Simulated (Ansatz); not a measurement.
Input:

SiNi:
Space group Pnma (No. 62); a = 5.0953 Å, b = 3.3586 Å, c = 5.5699 Å, α = β = γ = 90.00°

| atom | site | symmetry | x | y | z |
|---|---|---|---|---|---|
| Si | 4c | .m. | 0.1787 | 0.2500 | 0.4159 |
| Ni | 4c | .m. | 0.0078 | 0.2500 | 0.8109 |

This is the r²SCAN-relaxed structure.

Question: All from the program Ansatz at the r²SCAN level (PAW), unless another level is named. Give the electronic character.

Answer: metallic (no gap).

Question: And the density of states at the Fermi level?

Answer: 0.28 states/eV per atom (mean over ±0.08 eV).

Question: Give the formation energy from the elements (no fitted shifts).

Answer: -473 meV/atom.

The r²SCAN relaxation kept the symmetry of its start. No spin polarisation was allowed. The references are the lowest solids computed at this level, not always the standard phases.

Potentials: the earlier of the program's two PAW sets.
